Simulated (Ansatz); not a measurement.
The elements of this relaxed trial crystal are hidden behind letters.

```
lattice vectors (Å)
   5.4258    0.0000    0.0000
   0.0000    5.4258    0.0000
   0.0000    0.0000    5.4258
fractional positions
X 0.5000 0.5000 0.5000
Z 0.8006 0.8006 0.8006
Z 0.1994 0.1994 0.8006
Z 0.1994 0.8006 0.1994
Z 0.8006 0.1994 0.1994
```

Level of theory: DFT PBE, scalar-relativistic, plane waves, PAW (Ansatz 0.2.0). The final run on the 5-atom cell used 420 eV, a Γ-centred 8×8×8 mesh, 0.10 eV smearing and no spin polarisation.

```
Space group                              : P-43m (No. 215)
Conventional cell                        : a = 5.426 Å
Volume per atom                          : 31.95 Å³
Density                                  : 5.24 g/cm³
Energy over the elements                 : +0.23 eV/atom
Gap on the 8×8×8 mesh of the 5-atom cell : 0 eV (a metal)
```

Energies are uncorrected and count from the elements' standard states at the same level.

Problem. X is a d-block element of period 4 and Z is a p-block element of period 5. Which elements are they?

Solution. X = Sc, Z = In, so the formula is ScIn4. Density times volume gives a mean mass of 5.24 × 31.95/1.6605 = 100.8 u per atom, and this set has 100.8 u. Among the elements that the hints allow, noble gases aside, only these give it. Sc is surrounded by 4 In at 2.82 Å; around In lie 1 Sc at 2.82 Å and 3 In at 3.06 Å.

A structure relaxed within its symmetry needn't be a true minimum. Another cell of ScIn4 relaxed alike but with spin, in Im-3m, lies 178 meV/atom lower, so this cell isn't the stable form at this level.
